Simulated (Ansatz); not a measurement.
SnO2:
```yaml
crystal:
  lattice:
    - [3.55759, 0.00000, 0.00000]
    - [0.00000, 3.55759, 0.00000]
    - [0.00000, 0.00000, 5.40319]
  atoms:
    - { symbol: Sn, position: [0.00000, 0.00000, 0.00000] }
    - { symbol: Sn, position: [0.50000, 0.50000, 0.50000] }
    - { symbol: O, position: [0.00000, 0.50000, 0.18205] }
    - { symbol: O, position: [0.00000, 0.50000, 0.68205] }
    - { symbol: O, position: [0.50000, 0.00000, 0.31795] }
    - { symbol: O, position: [0.50000, 0.00000, 0.81795] }
```

PBEsol (plane waves, PAW; program Ansatz) gives a gap of 0.93 eV without spin–orbit coupling, maximum at M, minimum at Γ.

What happens when spin–orbit coupling is switched on?

The gap goes up by 0.01 eV, to 0.94 eV; maximum at M, minimum at Γ.

Give the electron effective mass with spin–orbit coupling.

0.14, 0.14, 0.17 mₑ (principal values).

Space group P4_2/nmc. The cell is a constructed one: a structure type filled with these elements; neither database checked (COD, Materials Project) lists it. It is not the phase usual at ambient conditions (space group No. 136). Symmetry was held in the PBEsol relaxation. At this level the phase is mechanically unstable.

Potentials: the later of the program's two PAW sets.
